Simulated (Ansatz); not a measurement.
**TaGe₂, a database entry at a rescaled volume**

```
CELL_PARAMETERS angstrom
4.97002 0.00000 0.00000
-2.48501 4.30417 0.00000
0.00000 0.00000 7.66855
ATOMIC_POSITIONS crystal
Ta 0.50000 0.00000 0.50000
Ta 0.50000 0.50000 0.83333
Ta 0.00000 0.50000 0.16667
Ge 0.16700 0.33400 0.50000
Ge 0.83300 0.16700 0.83333
Ge 0.66600 0.83300 0.16667
Ge 0.83300 0.66600 0.50000
Ge 0.16700 0.83300 0.83333
Ge 0.33400 0.16700 0.16667
```

Level: r2SCAN, no spin polarisation; 500 eV; 6×6×4 Γ-centred mesh; cold occupations (width 0.0172 eV); Ansatz 0.2.0, fixed geometry.

(1) What is the formation energy?

(2) What does the stress say?

(3) Metal or insulator?

(4) Which atom feels the largest force, and which way?

(5) What do density and ELF say about some of the short contacts?

(6) How is the charge shared?

Origin: a database entry at a rescaled volume. Caveats: atoms or cell far from equilibrium.

Results:

(1) 0.06 eV an atom against the elements' usual phases (free molecules for gases, crystals otherwise, with no correction for O₂ or N₂), so at this geometry it isn't bound against them. Relaxing would lower it.

(2) The pressure is -15.2 GPa (compression positive), so with the atoms held at these fractions the cell would first shrink. The principal stresses -28.4, -8.6, -8.6 GPa differ, so its shape would change too.

(3) It is a metal, with about 3.7 states/eV a cell as the mean within 0.25 eV of the Fermi level, mostly Ta d (66 %) and Ge p (25 %).

(4) The largest is on Ge5 (and as large on other atoms): 0.24 eV/Å, components (0.21, -0.12, 0.00). It makes 180° with the line to a nearest neighbour, Ta2 at 2.87 Å, pointing away from it.

(5) Ta–Ge at 2.87 Å: least valence density 0.28 e/Å³ and ELF 0.44 there. Ge–Ge at 2.87 Å: least valence density 0.22 e/Å³ and ELF 0.32 there. Both are smooth PAW fields, read partly inside the augmentation spheres.

(6) Bader charges in e: Ta +0.99, Ge -0.50. In the mean Ta gives up most and Ge takes most.
